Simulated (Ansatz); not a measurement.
Space group Pmma (No. 51). a = 4.567 Å, b = 2.774 Å, c = 4.874 Å, α = 90.00°, β = 90.00°, γ = 90.00°
| atom | site | symmetry | x | y | z |
| --- | --- | --- | --- | --- | --- |
| Ti | 2e | mm2 | 0.2500 | 0.0000 | 0.7037 |
| Pd | 2f | mm2 | 0.2500 | 0.5000 | 0.1875 |

Equation of state of this TiPd structure (not necessarily the ground state), with shape and atoms relaxed at each volume where symmetry leaves them free. It has no gap at any of these volumes. Level of theory: Ansatz, DFT r2SCAN, scalar-relativistic, plane waves, PAW.

Settings: cutoff 500 eV, Γ-centred mesh 10×16×10 on the computed 4-atom cell, Gaussian smearing of 0.10 eV; no spin polarisation.

| V (Å³/atom) | E − E(largest V) (meV/atom) | P (GPa) |
| --- | --- | --- |
| 14.509 | 6.33 | 11.84 |
| 14.972 | -18.27 | 5.42 |
| 15.435 | -25.81 | 0.00 |
| 15.898 | -18.96 | -4.58 |
| 16.361 | 0.00 | -8.43 |

Task: Fit a third-order Birch–Murnaghan equation to E(V).

Result: V0 = 15.43 Å³/atom, B0 = 166 GPa, B0' = 4.7.

Cost: 5 runs of about 7.3 core-minutes in all, on AMD EPYC 9R45 (Zen 5) (shared hosts).